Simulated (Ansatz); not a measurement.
Input and command of a calculation in Ansatz (plane waves; scalar-relativistic PAW potentials unless the input names others):

```yaml
crystal:
  lattice:
    - [2.9162060726, 0.0, 0.0]
    - [-1.4581030363, 2.5255085416, 0.0]
    - [0.0, 0.0, 24.5242891504]
  atoms:
    - { symbol: Au, position: [0.6666666667, 0.3333333333, 0.3052326384] }
    - { symbol: Au, position: [0.3333333333, 0.6666666667, 0.4037470144] }
    - { symbol: Au, position: [0.0, 0.0, 0.4999999238] }
    - { symbol: Au, position: [0.6666666667, 0.3333333333, 0.596252879] }
    - { symbol: Au, position: [0.3333333333, 0.6666666667, 0.6947675445] }
  symmetry: { detect: false }
basis:
  ecutwfc: 500
kpoints:
  mp_grid: { grid: [12, 12, 1] }
hamiltonian:
  xc: r2scan
  dispersion: d3bj
scf:
  occupations: { method: gaussian, width: 0.1 }
  n_extra_bands: 32
output:
  forces: true
  eigenvalues: true
efield:
  axis: 3
  dipole_correction: true
  ramp_width: 0.04
```

```bash
ansatz run input.yaml --threads 2 --pin off --max-ram 5120MiB --backend cpu --events-out ev --progress --plain --runs-dir out
```

Abridged log:
```
Warning: the engine holds no damping parameters fitted to this dispersion correction and functional, so the run takes those fitted to r2scan beside the three-body term, which d3bj leaves out (hamiltonian.dispersion, under Limitations)
scf.n_extra_bands = 32 over 48 filled bands (N_el = 95.0): the run solves 80 bands
Pseudopotentials: kind: paw
Pseudopotential: Au, paw, valence charge 19, recommended cutoff 500 eV (meta_gga)
Functional definition: r2SCAN
Crystal: 5 atoms, lattice volume = 180.619 Å³
Basis set: ecut = 500 eV, 4613 PW (Γ), exchange–correlation on 96×96×720 points (64 copies of the dense FFT grid, shifted against one another)
Bands: 80, of which v1, the nominal top of the filled ones, is band 48 counted from 1 (47 counted from 0)
Symmetry: 1 space group operations
k-points: 74 of 144 (time reversal used)
Initial density: superposition of atomic densities (neutral atoms: chi_scale 0, normalization atom), corrected by the library's trained network
Initial wavefunctions: pseudopotential atomic-orbital guess
Functional: x = r2scan, c = r2scan; τ floored in thin density (d = 2e-4 eV/Å³)
SCF iter   1: F=—  HF=-65817.924668 eV  |F-HF|=—  |Δ(HF+E_count)|=         —  Δρ=1.04e-2  dr2=4.75e-1  dr2_τ=1.76e-2  ethr=1.77e-3  p= 0.000 e·Å  D=-4.29e-8 V/Å  ΔV_dip=0.00 eV  dr2_dipole=1.66e-8  V_vac-E_F(+/−)=4.99/4.99 eV  ⟨swp⟩=6.4  Hψ=26448  notcnv=0  defer=1583
efield: sawtooth ramp at fractional position 0.9800 (placed from the atoms, in the widest stretch of the axis that holds none; the zero of the levels goes with the place), width 0.0400; the density the first Hamiltonian is built on has a dipole p =  0.000 e·Å; the dipole correction subtracts the counter field D = -4.29e-8 V/Å, which shifts the + side's vacuum level by +0.00 eV against the − side's; the planar-averaged density in the ramp window peaks in size at 5.9e-5 e/Å³
SCF iter   2: F=—  HF=-65817.936870 eV  |F-HF|=—  |Δ(HF+E_count)|=   1.22e-2  Δρ=1.10e-2  dr2=2.06e-1  dr2_τ=2.87e-2  ethr=5.00e-4  p= 0.000 e·Å  D=-1.04e-5 V/Å  ΔV_dip=0.00 eV  dr2_dipole=3.12e-8  V_vac-E_F(+/−)=5.19/5.19 eV  ⟨swp⟩=2.5  Hψ=9579  notcnv=0  defer=1870
SCF iter   3: F=—  HF=-65817.880265 eV  |F-HF|=—  |Δ(HF+E_count)|=   5.66e-2  Δρ=1.00e-3  dr2=5.60e-3  dr2_τ=5.64e-4  ethr=2.17e-4  p= 0.000 e·Å  D=-4.74e-6 V/Å  ΔV_dip=0.00 eV  dr2_dipole=3.84e-9  V_vac-E_F(+/−)=5.25/5.25 eV  ⟨swp⟩=2.6  Hψ=8166  notcnv=0  defer=1870
SCF iter   4: F=—  HF=-65817.880665 eV  |F-HF|=—  |Δ(HF+E_count)|=   4.00e-4  Δρ=3.56e-4  dr2=8.50e-4  dr2_τ=3.15e-5  ethr=5.89e-6  p=0.000 e·Å  D=2.54e-6 V/Å  ΔV_dip= 0.00 eV  dr2_dipole=2.65e-9  V_vac-E_F(+/−)=5.24/5.24 eV  ⟨swp⟩=2.1  Hψ=7772  notcnv=0  defer=1870
SCF iter   5: F=—  HF=-65817.880667 eV  |F-HF|=—  |Δ(HF+E_count)|=   1.80e-6  Δρ=1.74e-4  dr2=4.50e-5  dr2_τ=6.82e-6  ethr=8.94e-7  p= 0.000 e·Å  D=-1.02e-6 V/Å  ΔV_dip=0.00 eV  dr2_dipole=6.03e-11  V_vac-E_F(+/−)=5.26/5.26 eV  ⟨swp⟩=2.0  Hψ=6019  notcnv=0  defer=1870
SCF iter   6: F=—  HF=-65817.880504 eV  |F-HF|=—  |Δ(HF+E_count)|=   1.63e-4  Δρ=5.17e-5  dr2=8.20e-6  dr2_τ=7.59e-7  ethr=4.74e-8  p=0.000 e·Å  D=1.02e-6 V/Å  ΔV_dip= 0.00 eV  dr2_dipole=9.30e-11  V_vac-E_F(+/−)=5.25/5.25 eV  ⟨swp⟩=2.7  Hψ=7725  notcnv=0  defer=1870
SCF iter   7: F=—  HF=-65817.880505 eV  |F-HF|=—  |Δ(HF+E_count)|=   6.36e-7  Δρ=1.97e-5  dr2=2.37e-6  dr2_τ=1.09e-7  ethr=8.63e-9  p= 0.000 e·Å  D=-1.21e-6 V/Å  ΔV_dip=0.00 eV  dr2_dipole=1.26e-10  V_vac-E_F(+/−)=5.25/5.25 eV  ⟨swp⟩=2.1  Hψ=6501  notcnv=0  defer=1870
SCF iter   8: F=—  HF=-65817.880504 eV  |F-HF|=—  |Δ(HF+E_count)|=   1.24e-7  Δρ=8.78e-6  dr2=1.69e-7  dr2_τ=1.25e-8  ethr=2.50e-9  p= 0.000 e·Å  D=-7.71e-8 V/Å  ΔV_dip=0.00 eV  dr2_dipole=3.28e-12  V_vac-E_F(+/−)=5.25/5.25 eV  ⟨swp⟩=2.0  Hψ=6102  notcnv=0  defer=1870
SCF iter   9: F=-65817.880505 eV  HF=-65817.880505 eV  |F-HF|=2.30e-9  |Δ(HF+E_count)|=   1.01e-7  Δρ=2.46e-6  dr2=2.35e-8  dr2_τ=1.60e-9  ethr=1.05e-10  p= 0.000 e·Å  D=-4.51e-7 V/Å  ΔV_dip=0.00 eV  dr2_dipole=9.62e-12  V_vac-E_F(+/−)=5.25/5.25 eV  ⟨swp⟩=17.8  Hψ=43678  notcnv=0
SCF 1 converged in 9 iterations: F = -65817.880505 eV  dr2 = 2.35e-8
SCF converged after 9 iterations
Free energy (F): -65817.880505 eV
Harris-Foulkes:  -65817.880505 eV  (|F-HF|=2.30e-9)
Internal energy: -65817.872395 eV  (E = F + TS)
E sigma→0 (E₀):  -65817.876450 eV
Entropy (-TS):   -0.008109 eV (-1.622 meV/atom)
Fermi energy:    6.785158 eV
Dipole field:    D = 0.000004 V/Å  (p = 0.000004 e·Å, saw-weighted, corrected)
Work function:   Φ+ = 5.2525 eV   Φ− = 5.2526 eV
Levels:          The Fermi level and band energies are counted from a zero that moves with the ramp; work functions are not
  E_disp       = -1.164503  (pairwise vdW)
--- Forces (eV/Å), atoms counted from 1 ---
  atom   1  Au     0.00000000    -0.00000004     0.06302442
  atom   2  Au     0.00000008    -0.00000001     0.04174316
  atom   3  Au     0.00000002    -0.00000001     0.00000277
  atom   4  Au    -0.00000005     0.00000000    -0.04172610
  atom   5  Au     0.00000000     0.00000003    -0.06304013
```

Apart from outputs and the relaxation, which only the reference makes, the input differs from a reference run on usual settings in hamiltonian.dispersion: not typed → "d3bj"; crystal.symmetry: not typed → {"detect": false}; scf.n_extra_bands: not typed → 32. The reference, at the same geometry, ended its own course with largest force 0.001 eV/Å, no gap on the mesh. This run converged in 9 SCF iterations with an energy at zero smearing 233 meV/atom below the reference's (the Hamiltonian itself differs), largest force 0.063 eV/Å, no gap on the mesh.

It took 76 s on 2 threads of Intel(R) Xeon(R) Platinum 8488C (Sapphire Rapids), on a shared host, peak memory 1.5 GiB.